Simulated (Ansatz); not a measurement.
This is a relaxation of cell and atoms with Ansatz on a 12-atom cell of Ti3SiO8 built on the rutile structure (relaxed group Cmmm); the level of theory is PBEsol. It starts from the PBE minimum.

```yaml
crystal:
  lattice:
    - [3.2128320254, -3.2032047838, 0.0]
    - [3.2128320254, 3.2032047838, 0.0]
    - [0.0, 0.0, 5.8156325316]
  atoms:
    - { symbol: Si, position: [0.5, 0.5, 0.0] }
    - { symbol: Ti, position: [0.0, 0.0, 0.7556276263] }
    - { symbol: O, position: [0.2082386287, 0.2082386287, 0.0] }
    - { symbol: O, position: [0.7917613713, 0.7917613713, 0.0] }
    - { symbol: O, position: [0.6873500149, 0.3126499851, 0.7699653791] }
    - { symbol: O, position: [0.3126499851, 0.6873500149, 0.7699653791] }
    - { symbol: Ti, position: [0.5, 0.5, 0.5] }
    - { symbol: Ti, position: [0.0, 0.0, 0.2443723737] }
    - { symbol: O, position: [0.1947559287, 0.1947559287, 0.5] }
    - { symbol: O, position: [0.8052440713, 0.8052440713, 0.5] }
    - { symbol: O, position: [0.6873500149, 0.3126499851, 0.2300346209] }
    - { symbol: O, position: [0.3126499851, 0.6873500149, 0.2300346209] }
kpoints:
  mp_grid: { grid: [6, 6, 4] }
hamiltonian:
  xc: pbesol
scf:
  occupations: { method: fermi_dirac, width: 0.02 }
relax:
  f_tol: 0.005
  cell: {}
```

The trajectory has 9 recorded frames, each with positions in Å and forces in eV/Å. Some frames, the last among them, repeat a geometry solved again on a basis re-selected at its cell; pressure is positive in compression.

Step 1: energy 0.0 meV/atom from step 1, largest force component 0.131 eV/Å, pressure -6.80 GPa
```xyz
12
Lattice="3.2128 -3.2032 0.0000 3.2128 3.2032 0.0000 0.0000 0.0000 5.8156" Properties=species:S:1:pos:R:3:forces:R:3 pbc="T T T"
Si    3.2128    0.0000    0.0000    0.0000    0.0000    0.0000
Ti    0.0000    0.0000    4.3945    0.0000    0.0000   -0.0136
O     1.3381    0.0000    0.0000   -0.1310    0.0000    0.0000
O     5.0876    0.0000    0.0000    0.1310    0.0000    0.0000
O     3.2128   -1.2002    4.4778    0.0000    0.0227   -0.0421
O     3.2128    1.2002    4.4778    0.0000   -0.0227   -0.0421
Ti    3.2128    0.0000    2.9078    0.0000    0.0000    0.0000
Ti    0.0000    0.0000    1.4212    0.0000    0.0000    0.0136
O     1.2514    0.0000    2.9078   -0.0527    0.0000    0.0000
O     5.1742    0.0000    2.9078    0.0527    0.0000    0.0000
O     3.2128   -1.2002    1.3378    0.0000    0.0227    0.0421
O     3.2128    1.2002    1.3378    0.0000   -0.0227    0.0421
```

Step 2: energy -6.2 meV/atom from step 1, largest force component 0.094 eV/Å, pressure -2.20 GPa
```xyz
12
Lattice="3.1926 -3.1813 0.0000 3.1926 3.1813 0.0000 0.0000 0.0000 5.7825" Properties=species:S:1:pos:R:3:forces:R:3 pbc="T T T"
Si    3.1926    0.0000    0.0000    0.0000    0.0000    0.0000
Ti    0.0000    0.0000    4.3676    0.0000    0.0000    0.0010
O     1.3270    0.0000    0.0000    0.0938    0.0000    0.0000
O     5.0583    0.0000    0.0000   -0.0938    0.0000    0.0000
O     3.1926   -1.1954    4.4489    0.0000    0.0258    0.0425
O     3.1926    1.1954    4.4489    0.0000   -0.0258    0.0425
Ti    3.1926    0.0000    2.8912    0.0000    0.0000    0.0000
Ti    0.0000    0.0000    1.4149    0.0000    0.0000   -0.0010
O     1.2452    0.0000    2.8912    0.0072    0.0000    0.0000
O     5.1401    0.0000    2.8912   -0.0072    0.0000    0.0000
O     3.1926   -1.1954    1.3336    0.0000    0.0258   -0.0425
O     3.1926    1.1954    1.3336    0.0000   -0.0258   -0.0425
```

Step 3: energy -7.4 meV/atom from step 1, largest force component 0.076 eV/Å, pressure +0.07 GPa
```xyz
12
Lattice="3.1824 -3.1710 0.0000 3.1824 3.1710 0.0000 0.0000 0.0000 5.7669" Properties=species:S:1:pos:R:3:forces:R:3 pbc="T T T"
Si    3.1824    0.0000    0.0000    0.0000    0.0000    0.0000
Ti    0.0000    0.0000    4.3566    0.0000    0.0000   -0.0257
O     1.3265    0.0000    0.0000    0.0760    0.0000    0.0000
O     5.0383    0.0000    0.0000   -0.0760    0.0000    0.0000
O     3.1824   -1.1927    4.4379    0.0000   -0.0063    0.0234
O     3.1824    1.1927    4.4379    0.0000    0.0063    0.0234
Ti    3.1824    0.0000    2.8835    0.0000    0.0000    0.0000
Ti    0.0000    0.0000    1.4103    0.0000    0.0000    0.0257
O     1.2423    0.0000    2.8835    0.0151    0.0000    0.0000
O     5.1225    0.0000    2.8835   -0.0151    0.0000    0.0000
O     3.1824   -1.1927    1.3291    0.0000   -0.0063   -0.0234
O     3.1824    1.1927    1.3291    0.0000    0.0063   -0.0234
```

**Question.** How does the relaxation go on, and where does it end?

**Answer.**
Step 4: energy -7.4 meV/atom from step 1, largest force component 0.031 eV/Å, pressure +0.06 GPa
```xyz
12
Lattice="3.1812 -3.1705 0.0000 3.1812 3.1705 0.0000 0.0000 0.0000 5.7688" Properties=species:S:1:pos:R:3:forces:R:3 pbc="T T T"
Si    3.1812    0.0000    0.0000    0.0000    0.0000    0.0000
Ti    0.0000    0.0000    4.3580    0.0000    0.0000   -0.0102
O     1.3278    0.0000    0.0000    0.0305    0.0000    0.0000
O     5.0345    0.0000    0.0000   -0.0305    0.0000    0.0000
O     3.1812   -1.1925    4.4401    0.0000   -0.0156    0.0005
O     3.1812    1.1925    4.4401    0.0000    0.0156    0.0005
Ti    3.1812    0.0000    2.8844    0.0000    0.0000    0.0000
Ti    0.0000    0.0000    1.4108    0.0000    0.0000    0.0102
O     1.2419    0.0000    2.8844    0.0078    0.0000    0.0000
O     5.1204    0.0000    2.8844   -0.0078    0.0000    0.0000
O     3.1812   -1.1925    1.3287    0.0000   -0.0156   -0.0005
O     3.1812    1.1925    1.3287    0.0000    0.0156   -0.0005
```

Step 5: energy -7.4 meV/atom from step 1, largest force component 0.024 eV/Å, pressure -0.02 GPa
```xyz
12
Lattice="3.1794 -3.1704 0.0000 3.1794 3.1704 0.0000 0.0000 0.0000 5.7714" Properties=species:S:1:pos:R:3:forces:R:3 pbc="T T T"
Si    3.1794    0.0000    0.0000    0.0000    0.0000    0.0000
Ti    0.0000    0.0000    4.3602    0.0000    0.0000   -0.0235
O     1.3297    0.0000    0.0000   -0.0080    0.0000    0.0000
O     5.0290    0.0000    0.0000    0.0080    0.0000    0.0000
O     3.1794   -1.1940    4.4411    0.0000    0.0156    0.0144
O     3.1794    1.1940    4.4411    0.0000   -0.0156    0.0144
Ti    3.1794    0.0000    2.8857    0.0000    0.0000    0.0000
Ti    0.0000    0.0000    1.4112    0.0000    0.0000    0.0235
O     1.2413    0.0000    2.8857    0.0009    0.0000    0.0000
O     5.1175    0.0000    2.8857   -0.0009    0.0000    0.0000
O     3.1794   -1.1940    1.3303    0.0000    0.0156   -0.0144
O     3.1794    1.1940    1.3303    0.0000   -0.0156   -0.0144
```

Step 6: energy -7.4 meV/atom from step 1, largest force component 0.004 eV/Å, pressure 0.00 GPa
```xyz
12
Lattice="3.1801 -3.1699 0.0000 3.1801 3.1699 0.0000 0.0000 0.0000 5.7712" Properties=species:S:1:pos:R:3:forces:R:3 pbc="T T T"
Si    3.1801    0.0000    0.0000    0.0000    0.0000    0.0000
Ti    0.0000    0.0000    4.3596    0.0000    0.0000    0.0036
O     1.3291    0.0000    0.0000   -0.0001    0.0000    0.0000
O     5.0311    0.0000    0.0000    0.0001    0.0000    0.0000
O     3.1801   -1.1931    4.4417    0.0000   -0.0003    0.0005
O     3.1801    1.1931    4.4417    0.0000    0.0003    0.0005
Ti    3.1801    0.0000    2.8856    0.0000    0.0000    0.0000
Ti    0.0000    0.0000    1.4116    0.0000    0.0000   -0.0036
O     1.2417    0.0000    2.8856   -0.0002    0.0000    0.0000
O     5.1185    0.0000    2.8856    0.0002    0.0000    0.0000
O     3.1801   -1.1931    1.3295    0.0000   -0.0003   -0.0005
O     3.1801    1.1931    1.3295    0.0000    0.0003   -0.0005
```

Step 7: energy -6.2 meV/atom from step 1, largest force component 0.004 eV/Å, pressure -0.24 GPa
```xyz
12
Lattice="3.1801 -3.1699 0.0000 3.1801 3.1699 0.0000 0.0000 0.0000 5.7712" Properties=species:S:1:pos:R:3:forces:R:3 pbc="T T T"
Si    3.1801    0.0000    0.0000    0.0000    0.0000    0.0000
Ti    0.0000    0.0000    4.3596    0.0000    0.0000    0.0036
O     1.3291    0.0000    0.0000    0.0000    0.0000    0.0000
O     5.0311    0.0000    0.0000    0.0000    0.0000    0.0000
O     3.1801   -1.1931    4.4417    0.0000    0.0005    0.0005
O     3.1801    1.1931    4.4417    0.0000   -0.0005    0.0005
Ti    3.1801    0.0000    2.8856    0.0000    0.0000    0.0000
Ti    0.0000    0.0000    1.4116    0.0000    0.0000   -0.0036
O     1.2417    0.0000    2.8856   -0.0006    0.0000    0.0000
O     5.1185    0.0000    2.8856    0.0006    0.0000    0.0000
O     3.1801   -1.1931    1.3295    0.0000    0.0005   -0.0005
O     3.1801    1.1931    1.3295    0.0000   -0.0005   -0.0005
```

Step 8: energy -6.2 meV/atom from step 1, largest force component 0.001 eV/Å, pressure 0.00 GPa
```xyz
12
Lattice="3.1789 -3.1686 0.0000 3.1789 3.1686 0.0000 0.0000 0.0000 5.7701" Properties=species:S:1:pos:R:3:forces:R:3 pbc="T T T"
Si    3.1789    0.0000    0.0000    0.0000    0.0000    0.0000
Ti    0.0000    0.0000    4.3589    0.0000    0.0000    0.0007
O     1.3290    0.0000    0.0000    0.0000    0.0000    0.0000
O     5.0288    0.0000    0.0000    0.0000    0.0000    0.0000
O     3.1789   -1.1929    4.4409    0.0000   -0.0002    0.0001
O     3.1789    1.1929    4.4409    0.0000    0.0002    0.0001
Ti    3.1789    0.0000    2.8851    0.0000    0.0000    0.0000
Ti    0.0000    0.0000    1.4113    0.0000    0.0000   -0.0007
O     1.2414    0.0000    2.8851    0.0007    0.0000    0.0000
O     5.1164    0.0000    2.8851   -0.0007    0.0000    0.0000
O     3.1789   -1.1929    1.3292    0.0000   -0.0002   -0.0001
O     3.1789    1.1929    1.3292    0.0000    0.0002   -0.0001
```

Step 9: energy -6.2 meV/atom from step 1, largest force component 0.001 eV/Å, pressure -0.01 GPa
```xyz
12
Lattice="3.1789 -3.1686 0.0000 3.1789 3.1686 0.0000 0.0000 0.0000 5.7701" Properties=species:S:1:pos:R:3:forces:R:3 pbc="T T T"
Si    3.1789    0.0000    0.0000    0.0000    0.0000    0.0000
Ti    0.0000    0.0000    4.3589    0.0000    0.0000    0.0007
O     1.3290    0.0000    0.0000    0.0000    0.0000    0.0000
O     5.0288    0.0000    0.0000    0.0000    0.0000    0.0000
O     3.1789   -1.1929    4.4409    0.0000   -0.0001    0.0002
O     3.1789    1.1929    4.4409    0.0000    0.0001    0.0002
Ti    3.1789    0.0000    2.8851    0.0000    0.0000    0.0000
Ti    0.0000    0.0000    1.4113    0.0000    0.0000   -0.0007
O     1.2414    0.0000    2.8851    0.0006    0.0000    0.0000
O     5.1164    0.0000    2.8851   -0.0006    0.0000    0.0000
O     3.1789   -1.1929    1.3292    0.0000   -0.0001   -0.0002
O     3.1789    1.1929    1.3292    0.0000    0.0001   -0.0002
```

The walk took 7 steps, besides SCFs solved again on a fresh basis, and changed the volume by -2.9 %. The last SCF, on a fresh basis, lies 6.2 meV an atom below the first. Final cell: space group Cmmm (No. 65), orthorhombic; a = 6.337 Å, b = 6.358 Å, c = 5.770 Å in the conventional setting, 9.69 Å³ an atom. Si is surrounded by 6 O at 1.79–1.85 Å; Ti is surrounded by 6 O at 1.93–1.98 Å and 2 Ti at 2.82–2.95 Å; O is surrounded by 1 Si at 1.85 Å and 2 Ti at 1.94 Å; O is surrounded by 1 Si at 1.79 Å and 2 Ti at 1.96–1.98 Å; Ti is surrounded by 6 O at 1.94–1.96 Å; O is surrounded by 3 Ti at 1.93–1.94 Å.

Wall time 21 s on 1 × NVIDIA H100 80GB HBM3 with 2 threads of AMD EPYC 7R13 Processor (Zen 3), with other jobs on the host, load about 0.7 per core; peak host memory 1.2 GiB.

No spin polarisation. The prototype was imposed, so other structures may be more stable.
